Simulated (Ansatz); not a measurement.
Zone-centre phonons of Ti2C: input and output

All numbers below come from DFT LDA, scalar-relativistic, plane waves, PAW in Ansatz 0.2.0.

Launched with:
```bash
ansatz run input.yaml --threads 1 --pin off --max-ram 3072MiB --backend cpu --events-out ev --progress --plain --runs-dir out
```

Input (bare energies are in eV):
```yaml
crystal:
  lattice:
    - [1.5138770307, 0.8740373112, 4.7323135355]
    - [-1.5138770307, 0.8740373112, 4.7323135355]
    - [0.0, -1.7480746224, 4.7323135355]
  atoms:
    - { symbol: Ti, position: [0.2461770305, 0.2461770305, 0.2461770305] }
    - { symbol: Ti, position: [0.7538229695, 0.7538229695, 0.7538229695] }
    - { symbol: C, position: [0.5, 0.5, 0.5] }
basis:
  ecutwfc: 420
kpoints:
  mp_grid: { grid: [18, 18, 18] }
hamiltonian:
  xc: lda
scf:
  occupations: { method: fermi_dirac, width: 0.15 }
output:
  eigenvalues: true
phonons:
  method: dfpt
  eigenvectors: true
```

Results section of the output:
```
--- Phonons (Γ-DFPT): 4 representative perturbations + reference, on 1550 of 5832 k-points (Σ response iterations 34) ---
  k mesh reduced under 2 symmetry operations, with k and −k counted as one. Each operation leaves every solved perturbation unchanged. A smaller set is not used because it would not reduce the number of displacements ...
  ASR residual: 1.574e-3 → 0.000e0 eV/Å²; symmetrization residual: 7.261e-6 eV/Å²
  ASR residual per site (eV/Å²): 1.57e-3 1.57e-3 2.61e-5
  Γ frequencies (cm⁻¹): 0.00 0.00 0.00 275.91 275.91 356.47 573.62 662.04 662.04
  non-analytic LO–TO correction: not included (Born effective charges unavailable; polar crystals: no LO–TO splitting at Γ)
```

Time: 23 min on 1 thread of Arm Neoverse V2, on a shared host, peak memory 2.7 GiB.

In a metal, frequencies and elastic constants depend on the k mesh and the smearing, soft modes and shear constants most.